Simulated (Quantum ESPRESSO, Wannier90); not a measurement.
## Tight-binding from DFT: TiAl$_{3}$ (I4/mmm)

```xyz
4
Lattice="3.8222 0.0000 0.0000 0.0000 3.8222 0.0000 -1.9111 -1.9111 4.2807" Properties=species:S:1:pos:R:3 pbc="T T T"
Ti     0.0000     0.0000     0.0000
Al     1.9111     1.9111     0.0000
Al     0.0000    -1.9111     2.1403
Al    -1.9111     0.0000     2.1403
```

Materials Project entry mp-542915; symmetrised, unrelaxed at this level. Not found in the COD (Crystallography Open Database) copy used; not checked further. Computed values, not measurements, from PBEsol: Quantum ESPRESSO (norm-conserving PseudoDojo potentials, cutoff 68 Ry, no spin polarisation, no spin-orbit coupling) on a Γ-centred 6×6×6 mesh, then Wannier90. Density: 12×12×12 mesh, cold smearing 0.01 Ry.

Functional, cutoff and mesh named above are those of the base row (1); the first column says what each row takes instead. Model: 21 functions from bands 5-37, start hydrogen-like Ti: s;p;d; Al: s;p, disentangled but not localised (num_iter = 0), frozen window tied to the conduction edge or Fermi level of each row, as listed, which moves Ω_I and hoppings a little by itself. Energies are relative to the Fermi level; the misfit is to pw.x on a path, for states up to 1.0 eV relative to the Fermi level. The lattice is scaled uniformly, fractional positions fixed. The disentangled Ω_I can sit in another minimum from row to row.

```tsv
scale	frozen to (eV)	Ω_I (Å²)	rms misfit (meV)	bottom of band 5 (eV)
0.96	1.50	22.69	14	-10.76
0.98	1.50	23.62	12	-10.43
1	1.50	24.56	11	-10.11
1.02	1.50	27.77	9.7	-9.80
1.04	1.50	28.34	8.8	-9.50
```
